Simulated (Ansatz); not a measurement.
## Relaxation of FeNi

All numbers below come from DFT PBEsol, scalar-relativistic, plane waves, PAW in Ansatz 0.2.0. (420 eV cutoff, 10×10×10 k-mesh, Gaussian smearing of 0.10 eV, collinear spin)

What was changed: 0 of 3 Fe sites taken by Ru, cell and atoms relaxed.

Command:

```bash
ansatz run input.yaml --threads 1 --pin off --max-ram 2560MiB --backend cpu --events-out ev --progress --plain --runs-dir out
```

Input:

```yaml
crystal:
  lattice:
    - [-2.4681438114, -2.4681438114, 0.0]
    - [0.0, 0.0, 3.5329343316]
    - [-2.4681438114, 4.9362876228, 0.0]
  atoms:
    - { symbol: Fe, position: [0.3333333333, 0.0, 0.6666666667], spin: 2.79 }
    - { symbol: Fe, position: [0.0, 0.0, 0.0], spin: 2.79 }
    - { symbol: Fe, position: [0.6666666667, 0.0, 0.3333333333], spin: 2.79 }
    - { symbol: Ni, position: [0.1666666667, 0.5, 0.3333333333], spin: 0.75 }
    - { symbol: Ni, position: [0.8333333333, 0.5, 0.6666666667], spin: 0.75 }
    - { symbol: Ni, position: [0.5, 0.5, 0.0], spin: 0.75 }
basis:
  ecutwfc: 420
kpoints:
  mp_grid: { grid: [10, 10, 10] }
hamiltonian:
  xc: pbesol
scf:
  occupations: { method: gaussian, width: 0.1 }
output:
  forces: true
  stress: true
  eigenvalues: true
  populations: true
magnetization:
  spin_polarized: true
relax:
  adjacent_minimum: "off"
  f_tol: 0.015
  max_steps: 60
  cell: { stress_tol: 0.15 }
```

F is the free energy. Steps run on the plane waves of an earlier cell, but the last one, and at times one on the way, on a freshly chosen basis, so a repeated geometry can differ a little in energy.

Steps:

```
step F − F(1) (eV) largest force component (eV/Å) V (Å³/atom) P (GPa)
   1         0.0000                           0.000       10.761     0.14
   2         0.0000                           0.000       10.765     0.07
   3        -0.0001                           0.000       10.768     0.03
   4        -0.0001                           0.000       10.768     0.03
```

Relaxed structure:

```cif
data_structure
_symmetry_space_group_name_H-M 'P 1'
_symmetry_Int_Tables_number 1
_cell_length_a 3.4969
_cell_length_b 3.5305
_cell_length_c 5.5173
_cell_angle_alpha 90.000
_cell_angle_beta 108.476
_cell_angle_gamma 90.000
_cell_volume 64.61
loop_
_atom_site_label
_atom_site_type_symbol
_atom_site_fract_x
_atom_site_fract_y
_atom_site_fract_z
_atom_site_occupancy
Fe1 Fe 0.33333 0.00000 0.66667 1
Fe2 Fe 0.00000 0.00000 0.00000 1
Fe3 Fe 0.66667 0.00000 0.33333 1
Ni1 Ni 0.16667 0.50000 0.33333 1
Ni2 Ni 0.83333 0.50000 0.66667 1
Ni3 Ni 0.50000 0.50000 0.00000 1
```

It takes space group Cmmm (No. 65, orthorhombic). The conventional cell has a = 3.489 Å, b = 3.497 Å, c = 3.531 Å, α = 90.00°, β = 90.00°, γ = 90.00°. Around Fe (site symmetry mmm) lie 4 Fe at 2.47 Å and 8 Ni at 2.48 Å. Ni (site symmetry mmm) has 4 Ni at 2.47 Å and 8 Fe at 2.48 Å as nearest neighbours.

The run converged. Time: 7.8 min on 1 thread of Arm Neoverse V2, on a shared host, peak memory 1.3 GiB.